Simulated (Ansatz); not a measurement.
Zn, DFT, PBEsol, PAW with Ansatz's default frozen-core files, scalar-relativistic (Ansatz 0.2.0), run on 1 thread of Arm Neoverse V2 on a shared host.

The cell comes from COD entry 9008522, which wasn't checked; take it as a given geometry. The listed cell was then made from it by scaling, straining or moving an atom.

Command: `ansatz run input.yaml --threads 1 --pin off --max-ram 3072MiB --backend cpu --events-out ev --progress --plain --runs-dir out`

```yaml
crystal:
  lattice:
    - [2.6103991554, 0.0, 0.0]
    - [-1.3051995777, 2.2606719826, 0.0]
    - [0.0, 0.0, 4.845718604]
  atoms:
    - { symbol: Zn, position: [0.3333333333, 0.6666666667, 0.25] }
    - { symbol: Zn, position: [0.6666666667, 0.3333333333, 0.75] }
kpoints:
  mp_grid: { grid: [16, 16, 8] }
scf:
  occupations: { method: fermi_dirac, width: 0.03 }
hamiltonian:
  xc: pbesol
  pseudopotentials: { kind: paw }
output:
  forces: true
  stress: true
  eigenvalues: true
  efg: { contact_densities: true }
```

How large is the problem that the program sets up?

150 irreducible k-points, 563 plane waves at Γ, 16 bands.

About how long does it take, and how much memory does it use?

3.9 s of wall time for 6 SCF iterations, with a peak of 0.35 GiB. Times on shared machines scatter by tens of per cent.

And the same cell and mesh by crystal-made all-electron datasets, asked for forces, stress, eigenvalues, efg, on the same hardware?

13 s, peak memory 0.52 GiB.
